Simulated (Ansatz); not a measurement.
**SiO2: gradients before and after relaxing the atoms**

Start: an entry of the Crystallography Open Database (COD), atoms as given.

Space group P4_12_12 (No. 92); a = 4.9790, c = 6.9500 Å.

```
site  Wyckoff  site symmetry       x       y       z
  Si       4a            ..2  0.3002  0.3002  0.0000
   O       8b              1  0.2394  0.1049  0.1785
```

One atom of each set is listed.

Level of theory: DFT, PBE, plane waves and PAW (field gradients read without the response of the frozen cores, which leaves them typically 4 to 6 % off), scalar-relativistic, 420 eV cutoff, Γ-centred 5×5×4 k-points, Fermi–Dirac smearing 0.02 eV (Ansatz 0.2.0).

The largest force at the start is 0.42 eV/Å. Relaxing the ions at fixed cell moves them by 0.065 Å at most (atom 9, O) and 0.055 Å rms.

| site | moved (Å) | first shell before | first shell after | V_zz before (10²¹ V/m²) | η before |
| --- | --- | --- | --- | --- | --- |
| Si | 0.030 | 4 O at 1.60–1.61 Å | 4 O at 1.62–1.63 Å | -0.28 | 0.76 |
| O | 0.065 | 2 Si at 1.60–1.61 Å, angle 146° | 2 Si at 1.62–1.63 Å, angle 143° | 9.50 | 0.14 |

(1) What are V_zz and η after the relaxation?

Answers

(1) 

```json
{"site": "Si", "V_zz after": "-0.35", "η after": "0.79", "change of V_zz": "-0.07"}
{"site": "O", "V_zz after": "9.78", "η after": "0.19", "change of V_zz": "+0.28"}
```

The largest change of V_zz is on O, from 9.50 to 9.78. In per cent, |V_zz| changes by +3 on O (all sites that start above 0.5).
